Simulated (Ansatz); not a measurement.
GaP:
```yaml
crystal:
  lattice:
    - [0.00000, 2.72569, 2.72569]
    - [2.72569, 0.00000, 2.72569]
    - [2.72569, 2.72569, 0.00000]
  atoms:
    - { symbol: P, position: [0.75000, 0.75000, 0.75000] }
    - { symbol: Ga, position: [0.00000, 0.00000, 0.00000] }
```

Relaxed with r²SCAN. Special points in fractions of this cell's reciprocal vectors: Γ (0.000, 0.000, 0.000); X (0.500, 0.000, 0.500); U (0.625, 0.250, 0.625); K (0.375, 0.375, 0.750); L (0.500, 0.500, 0.500); W (0.500, 0.250, 0.750).

Task: List the band energies nearest the valence-band maximum at these points for r²SCAN in the plane-wave PAW code Ansatz.

Result: In eV from the valence-band maximum; about four levels below and three above (degenerate sets whole), none deeper than 8.9 eV; points with the same levels are listed once.

```tsv
k	below	above
Γ	0.00 0.00 0.00	2.36 4.17 4.17 4.17
X	-6.96 -2.80 -2.80	1.91 2.09 11.31 11.31
U	-6.74 -4.08 -2.35	2.47 5.18 8.76
L	-6.85 -1.17 -1.17	2.04 5.04 5.04
W	-6.74 -3.71 -3.54	5.03 5.29 6.54
```

Space group F-43m (zinc blende). The cell was relaxed with r²SCAN under the symmetry of its start; phonons on a q-mesh show no instability. Spin–orbit coupling is left out wherever it is not named.

Potentials: the later of the program's two PAW sets.
